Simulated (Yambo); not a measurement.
Yambo run on Rb$_{2}$NaYF$_{6}$ (space group Fm-3m, No. 225). The wavefunctions are LDA (pw.x of Quantum ESPRESSO, ONCV potentials, no spin-orbit coupling) ones on a 2×2×2 mesh (40 occupied bands); a = b = c = 6.3829 Å, α = β = γ = 60.00°.

Yambo input:

```
rim_cut
gw0
dyson
el_el_corr
HF_and_locXC
ppa
em1d
RandQpts= 1000000
RandGvec= 1 Ry
EXXRLvcs= 88 Ry
VXCRLvcs= 352 Ry
Chimod= "HARTREE"
% BndsRnXp
 2 | 214 |
%
NGsBlkXp= 4 Ry
% LongDrXp
 1.0 | 1.0 | 1.0 |
%
PPAPntXp= 27.2114 eV
% GbndRnge
 1 | 214 |
%
GTermKind= "BG"
DysSolver= "n"
ExtendOut
% QPkrange
 1 | 1 | 40 | 41 |
%
```

k points by index: 1 = Γ.

The o-*.qp file then holds:

```
#    K-point    Band    Eo [eV]    E [eV]    E-Eo [eV]    Vxc [eV]    Vnlxc [eV]    Sc|Eo [eV]    Sc|E [eV]    dSc/dw|Eo [eV]    Re(Z)    Im(Z)
#
    1    40    0.000000    -2.557083    -2.557083    -22.01620    -29.79157    4.632602    5.218282    -6.232130    0.813650    -0.001320
    1    41    6.101570    7.690435    1.588865    -8.939548    -4.231127    -2.935893    -3.119556    -3.145327    0.896387    -0.637719E-3
```
(The two width columns are left out.) Convergence of these settings isn't established.

Geometry of the Materials Project entry, not relaxed at this level.
